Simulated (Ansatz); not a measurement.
CdS:
```
CELL_PARAMETERS angstrom
      4.16359     0.00000     0.00000
     -2.08179     3.60577     0.00000
      0.00000     0.00000     6.76711
ATOMIC_POSITIONS crystal
  Cd 0.66667 0.33333 0.00099
  Cd 0.33333 0.66667 0.50099
  S  0.66667 0.33333 0.62421
  S  0.33333 0.66667 0.12421
```

Relaxed with r²SCAN.

Question: Map the electron localisation function on the plane through (0.667, 0.333, 0.001) spanned by u = [0, 0, 1] and v = [1, -1, 0] in lattice vectors, from r²SCAN (plane waves, PAW; program Ansatz).

Answer: x is the fraction of u, y of v (the angle between them is 90°; rows are the nearest grid lines); atoms in the plane: Cd at (0.00, 0.00), Cd at (0.50, 0.67), S at (0.62, 0.00), S at (0.12, 0.67).
```
y \ x   0.000  0.0882  0.176  0.265  0.353  0.441  0.559  0.647  0.735  0.824  0.912   1.00
------  -----  ------  -----  -----  -----  -----  -----  -----  -----  -----  -----  -----
1.00    0.920   0.516  0.186  0.033  0.070  0.679  0.445  0.010  0.886  0.192  0.515  0.920
0.917   0.513   0.323  0.127  0.049  0.048  0.560  0.874  0.799  0.843  0.207  0.342  0.513
0.833   0.158   0.461  0.665  0.389  0.087  0.126  0.310  0.657  0.538  0.109  0.116  0.158
0.778   0.726   0.888  0.853  0.688  0.124  0.305  0.253  0.144  0.148  0.036  0.211  0.726
0.694   0.825   0.180  0.455  0.849  0.163  0.636  0.631  0.259  0.074  0.021  0.481  0.825
0.611   0.827   0.556  0.672  0.819  0.148  0.537  0.539  0.216  0.066  0.020  0.441  0.827
0.528   0.669   0.808  0.771  0.564  0.127  0.231  0.190  0.105  0.038  0.016  0.186  0.669
0.472   0.322   0.541  0.501  0.246  0.077  0.128  0.103  0.061  0.023  0.012  0.064  0.322
0.389   0.029   0.038  0.028  0.014  0.011  0.020  0.026  0.018  0.010  0.007  0.014  0.029
0.306   0.015   0.015  0.010  0.006  0.006  0.012  0.017  0.013  0.008  0.006  0.010  0.015
0.222   0.084   0.062  0.032  0.013  0.013  0.064  0.272  0.311  0.174  0.048  0.069  0.084
0.167   0.168   0.116  0.064  0.019  0.022  0.227  0.683  0.701  0.539  0.135  0.152  0.168
0.0833  0.514   0.348  0.129  0.029  0.047  0.586  0.839  0.744  0.837  0.209  0.355  0.514
0.000   0.920   0.516  0.186  0.033  0.070  0.679  0.445  0.010  0.886  0.192  0.515  0.920
```

The density is the valence pseudo-density with augmentation charge, so density and ELF within about 1 Å of a nucleus are not all-electron values.

Space group P6_3mc (wurtzite). The r²SCAN relaxation kept the symmetry of its start.

Potentials: the later of the program's two PAW sets.
